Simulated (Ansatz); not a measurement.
**HfW2 squeezed and stretched**

A database entry relaxed whole under r2SCAN (Fd-3m):

```
Hf W
1.0
     0.00000    3.79377    3.79377
     3.79377    0.00000    3.79377
     3.79377    3.79377    0.00000
Hf W
2 4
Cartesian
  0.0000 0.0000 0.0000
  1.8969 1.8969 1.8969
  4.7422 4.7422 4.7422
  4.7422 2.8453 2.8453
  2.8453 2.8453 4.7422
  2.8453 4.7422 2.8453
```

The cell was scaled uniformly, its shape held, and the atoms relaxed at each volume with plane-wave PAW DFT (Ansatz 0.2.0; r2SCAN, 500 eV, 8×8×8 Γ-centred mesh, fermi-dirac occupations of width 0.100 eV; no spin, no spin-orbit coupling). One row is withheld.

| volume (Å³/atom) | energy over the lowest (meV/atom) | pressure (GPa) |
| --- | --- | --- |
| 17.109 | 51.2 | 15.96 |
| 17.473 | 21.8 | 10.08 |
| 17.837 | 5.1 | 4.75 |
| 18.201 | 0.0 | -0.10 |
| 18.565 | ? | ? |
| 18.929 | 20.2 | -8.49 |
| 19.293 | 43.8 | -12.10 |

Task: Fit the pressures of the other rows to the third-order Birch-Murnaghan form.

Result: With f = [(V₀/V)^(2/3) − 1]/2 and P = 3B₀f(1 + 2f)^(5/2)[1 + 3(B₀′ − 4)f/2], least squares gives V₀ = 18.19 Å³ an atom, B₀ = 231 GPa and B₀′ = 3.8; the rows miss the fit by less than 0.01 GPa. The slope of the energies differs from these pressures by 0.05 GPa, since they are taken to zero smearing while pressures follow the free energy.

Task: What does the withheld row hold?

Result: The fit gives -4.49 GPa at 18.565 Å³; the run gave -4.50 GPa and 5.3 meV an atom.

Caveats: the shape of the cell was held; 0 K, fixed nuclei; the symmetry was kept, and this need not be the phase that is stable at 0 K; one mesh for all volumes; pressure is positive in compression.
